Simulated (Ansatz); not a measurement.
Sn (β-Sn type, space group No. 141) at seven volumes, DFT-PBEsol in the program Ansatz with PAW potentials, shape and atoms relaxed at each. One row is withheld.

```json
[
 {"V (Å³/atom)": "24.465", "P (GPa)": "?"},
 {"V (Å³/atom)": "25.271", "P (GPa)": "4.04"},
 {"V (Å³/atom)": "26.078", "P (GPa)": "1.85"},
 {"V (Å³/atom)": "26.884", "P (GPa)": "0.00"},
 {"V (Å³/atom)": "27.691", "P (GPa)": "-1.55"},
 {"V (Å³/atom)": "28.498", "P (GPa)": "-2.85"},
 {"V (Å³/atom)": "29.304", "P (GPa)": "-3.94"}
]
```

Question: Fit the shown pressures and predict the withheld one.

Answer: Third-order Birch–Murnaghan: P = (3/2)B₀(x^(7/2) − x^(5/2))[1 + (3/4)(B′ − 4)(x − 1)] with x = (V₀/V)^(2/3). Least squares on the six rows gives V₀ = 26.885 Å³/atom, B₀ = 56.25 GPa, B′ = 4.81. At V = 24.465, x = 1.0649 and P = 6.66 GPa. The run itself gave 6.64 GPa.

Space group I4_1/amd (β-Sn type). The cell was relaxed with PBEsol under the symmetry of its start. Spin–orbit coupling is left out wherever it is not named.

Potentials: the earlier of the program's two PAW sets. The files were generated under PBE; for other functionals the program regenerates the frozen cores, and for LDA and PBEsol the local potential too.
